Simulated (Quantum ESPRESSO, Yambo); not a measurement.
## Levels of theory for the gap of NaOH

NaOH (space group Pbcm, No. 57): one geometry, one set of PBEsol (Quantum ESPRESSO, PseudoDojo norm-conserving, 88 Ry, without SOC) orbitals, self-energies from Yambo (4×2×2 Γ-centred k mesh, bands 5 to 267 and a 10 Ry block in the screening, 267 bands in G with the Bruneval-Gonze terminator, plasmon pole fitted at 27.2 eV).

The geometry is that of Materials Project entry mp-626778, symmetrised and not relaxed again.

| level | gap Γ → Γ (eV) | rough Yambo cost |
|---|---|---|
| PBEsol (Quantum ESPRESSO) | 3.53 | – |
| exchange only (Hartree-Fock self-energy on PBEsol orbitals) | 13.78 | about 1/20 (8 states) |
| static COHSEX@PBEsol | 8.09 | within a factor of two (2 states) |
| G0W0@PBEsol, plasmon pole | 6.42 | 1 (8 states) |

Bare exchange has no screening and gives the widest gap; static COHSEX screens it but leaves out the frequency dependence, which G0W0 restores.

Costs are rough ratios of core time on shared machines.

Nearest settings tried, and what they do to the gap: 173 bands in W, 173 bands in G: +11 meV; 8 Ry block (297 vectors against 409): -65 meV. Not varied: mesh. So the settings aren't converged at that level.

The structure is a Materials Project entry; no match was found in the copy of COD used, and its stability was not checked.
